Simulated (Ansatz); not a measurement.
AuCl in space group I4_1/amd (No. 141; Au on 8c, Cl on 8e), the program Ansatz at the r²SCAN level (PAW). The conduction-band minimum lies at Γ, with 1 equivalent valley. Second derivatives d²E/dk² of the lowest band at one valley (eV·Å²), along Cartesian directions:

```csv
direction,d²E/dk²
[100],34.15
[010],34.15
[001],31.82
[110],34.14
[101],32.99
[011],32.99
```

**Question.** Find the principal effective masses, the density-of-states mass and the conductivity mass.

**Answer.** Off-diagonal terms follow from H_xy = H[110] − (H_xx + H_yy)/2, and m*/mₑ = 7.620 eV·Å² over each eigenvalue: 0.22, 0.22, 0.24. One valley's DOS mass (m₁m₂m₃)^(1/3) = 0.23, conductivity mass 3/(Σ 1/mᵢ) = 0.23 mₑ.

**Question.** What effective density of states Nc follows at 300 K for parabolic valleys?

**Answer.** Nc = 2.509e19 × 1 × (0.23)^(3/2) ≈ 2.8e18 cm⁻³.

The first step of the workflow began from a Materials Project structure, measured or hypothetical; the Crystallography Open Database copy checked does not list it. Whether it is the stable phase at ambient conditions was not checked. The cell was relaxed with r²SCAN under the symmetry of its start; its stability against distortions is not shown here. Spin–orbit coupling is left out wherever it is not named.

Potentials: the later of the program's two PAW sets.

Edges and masses are those of Kohn–Sham bands, whose gap is no quasiparticle gap.
